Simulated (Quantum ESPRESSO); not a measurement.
**BaO: one setting swept**

```
BaO
1.0
    0.00000     2.79039     2.79039
    2.79039     0.00000     2.79039
    2.79039     2.79039     0.00000
Ba O
1 1
Direct
  0.00000   0.00000   0.00000
  0.50000   0.50000   0.50000
```
The cell comes from the Materials Project (a computed structure). It is BaO in Fm-3m. Stability against distortions was not tested.

Method: PBE GIPAW on JTH datasets (Quantum ESPRESSO, modified build); kept fixed: 22.5 Ha, k-mesh 6×6×6 shifted. These are absolute shieldings with no macroscopic susceptibility term; δ = σ_ref − σ needs a reference computed alike. No spin–orbit coupling; Ba is the heaviest element present.

| conv_threshold of gipaw.x | σ_iso Ba (ppm) | σ_iso O (ppm) | f-sum rule missed by (%) |
|---|---|---|---|
| 1e-06 | 4406.3 | -444.3 | 0.00 |
| 1e-08 | 4450.1 | -457.8 | 0.01 |
| 1e-10 | 4450.1 | -458.6 | 0.01 |
| 1e-12 | 4449.9 | -458.5 | 0.01 |
| 1e-14 | 4449.9 | -458.5 | 0.01 |

Largest spread: σ_iso Ba (ppm) moves over 43.9 across the rows.
